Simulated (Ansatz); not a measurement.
CaF2 in space group P6_3/mmc (No. 194; Ca on 2c, F on 4f), plane-wave PAW PBEsol (Ansatz code). The conduction-band minimum lies at Γ, with 1 equivalent valley. Second derivatives d²E/dk² of the lowest band at one valley (eV·Å²), along Cartesian directions:

| direction | d²E/dk² |
|---|---|
| [100] | 14.73 |
| [010] | 14.73 |
| [001] | 10.28 |
| [110] | 14.73 |
| [101] | 12.51 |
| [011] | 12.51 |

### Question
Find the principal effective masses, the density-of-states mass and the conductivity mass.

### Answer
Off-diagonal terms follow from H_xy = H[110] − (H_xx + H_yy)/2, and m*/mₑ = 7.620 eV·Å² over each eigenvalue: 0.52, 0.52, 0.74. One valley's DOS mass (m₁m₂m₃)^(1/3) = 0.58, conductivity mass 3/(Σ 1/mᵢ) = 0.58 mₑ.

### Question
What effective density of states Nc follows at 300 K for parabolic valleys?

### Answer
Nc = 2.509e19 × 1 × (0.58)^(3/2) ≈ 1.1e19 cm⁻³.

The start of the workflow was typed in or built on a structure type; neither database checked (COD, Materials Project) lists it. It is not the phase usual at ambient conditions (space group No. 225). The PBEsol relaxation kept the symmetry of its start; its stability against distortions is not shown here.

Potentials: the earlier of the program's two PAW sets. The files were generated under PBE; for other functionals the program regenerates the frozen cores, and for LDA and PBEsol the local potential too.

Edges and masses are those of Kohn–Sham bands, whose gap is no quasiparticle gap.
